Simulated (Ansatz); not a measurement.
NaCl:
```cif
data_ClNa
_chemical_formula_sum 'Na1 Cl1'
_space_group_name_H-M_alt 'Pm-3m'
_space_group_IT_number 221
_space_group_name_Hall '-P 4 2 3'
_cell_length_a 3.44708
_cell_length_b 3.44708
_cell_length_c 3.44708
_cell_angle_alpha 90.000
_cell_angle_beta 90.000
_cell_angle_gamma 90.000
loop_
_atom_site_label
_atom_site_type_symbol
_atom_site_symmetry_multiplicity
_atom_site_Wyckoff_symbol
_atom_site_fract_x
_atom_site_fract_y
_atom_site_fract_z
_atom_site_occupancy
Na1 Na 1 a 0.00000 0.00000 0.00000 1
Cl1 Cl 1 b 0.50000 0.50000 0.50000 1
```

Relaxed with PBEsol. Independent-particle spectrum: no excitons, no local fields, no scissors shift; 0.1 eV broadening; ε₁ of the summed bands alone.

### Question
Tabulate the dielectric function from plane-wave PAW PBEsol (Ansatz code).

### Answer


| E (eV) | ε₁ xx | ε₂ xx |
|---|---|---|
| 0.0 | 3.05 | 0.00 |
| 0.4 | 3.05 | 0.00 |
| 0.8 | 3.06 | 0.00 |
| 1.2 | 3.09 | 0.00 |
| 1.6 | 3.12 | 0.00 |
| 2.0 | 3.16 | 0.00 |
| 2.4 | 3.22 | 0.00 |
| 2.8 | 3.30 | 0.00 |
| 3.2 | 3.39 | 0.00 |
| 3.6 | 3.52 | 0.00 |
| 4.0 | 3.71 | 0.00 |
| 4.4 | 4.04 | 0.00 |
| 4.8 | 4.37 | 0.49 |
| 5.2 | 4.38 | 0.81 |
| 5.6 | 4.41 | 1.07 |
| 6.0 | 4.45 | 1.32 |
| 6.4 | 4.51 | 1.59 |
| 6.8 | 4.63 | 1.96 |
| 7.2 | 4.17 | 2.40 |
| 7.6 | 4.41 | 1.68 |
| 8.0 | 6.63 | 2.84 |
| 8.4 | 6.77 | 7.08 |
| 8.8 | 2.20 | 5.50 |
| 9.2 | 2.32 | 6.16 |
| 9.6 | -0.28 | 6.57 |
| 10.0 | -0.60 | 4.51 |
| 10.4 | -0.99 | 3.98 |
| 10.8 | -1.34 | 2.45 |
| 11.2 | -0.15 | 1.86 |
| 11.6 | 0.36 | 2.33 |
| 12.0 | -0.28 | 2.46 |

### Question
From ε at 6.0 eV (xx: 4.45 + 1.32i), find n, k, the normal reflectivity and the absorption coefficient.

### Answer
n = 2.13, k = 0.310, R = 14 %, α = 2kE/ħc = 190000 cm⁻¹.

With all bands, ε∞ without local fields is 3.10. DFPT, with local fields, gives 2.79.

This is a known high-pressure phase of the composition, computed here at zero pressure and temperature. Symmetry was held in the PBEsol relaxation. At this level the phase is dynamically unstable (imaginary phonons).

Potentials: the earlier of the program's two PAW sets. The files were generated under PBE; for other functionals the program regenerates the frozen cores, and for LDA and PBEsol the local potential too.
